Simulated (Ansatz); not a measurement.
## Stability checks on a candidate for Hf3ZrS8

It was reached by relaxing an invented guess, and it needn't be the stable form of this composition.

Method: DFT PBE, scalar-relativistic, plane waves, PAW in Ansatz. Cutoff 420 eV, Γ-centred 4×4×4 mesh (12-atom cell), Gaussian smearing of 0.02 eV, no spin polarisation.

```
Zr Hf S
1.0
     6.81570   -3.66117    0.00000
     6.81570    3.66117    0.00000
    -0.00052    0.00000    6.33891
Zr Hf S
1 3 8
Direct
  0.50000 0.50000 0.50000
  0.24967 0.75033 0.00000
  0.75033 0.24967 0.00000
  0.00000 0.00000 0.50000
  0.10601 0.10601 0.16698
  0.60619 0.60619 0.16409
  0.35447 0.85794 0.66778
  0.85794 0.35447 0.66778
  0.14206 0.64553 0.33222
  0.64553 0.14206 0.33222
  0.39381 0.39381 0.83591
  0.89399 0.89399 0.83302
```

Formation energies are uncorrected and refer to the elements' standard structures at the same level.

Question: These tests were run: energy against the elements; phonons at Γ; elastic tensor. What do they show?

Answer:

```tsv
test	result
energy against the elements	−1.574 eV/atom
phonons at Γ	lowest optical mode 50 cm⁻¹
elastic tensor	least eigenvalue 0 GPa
```

It fails none of these tests. Other phases of the system weren't compared here, so this isn't yet thermodynamic stability. Phonons away from Γ weren't computed.

Weakly bound directions are ill-defined at this level, which has no dispersion term. Spin–orbit coupling, which can matter for Hf, is left out. The reference form of S is held partly by dispersion forces, which this level lacks. The run for the phonons used a 4×4×4 k mesh. The run for the elastic tensor used a 4×4×4 k mesh.
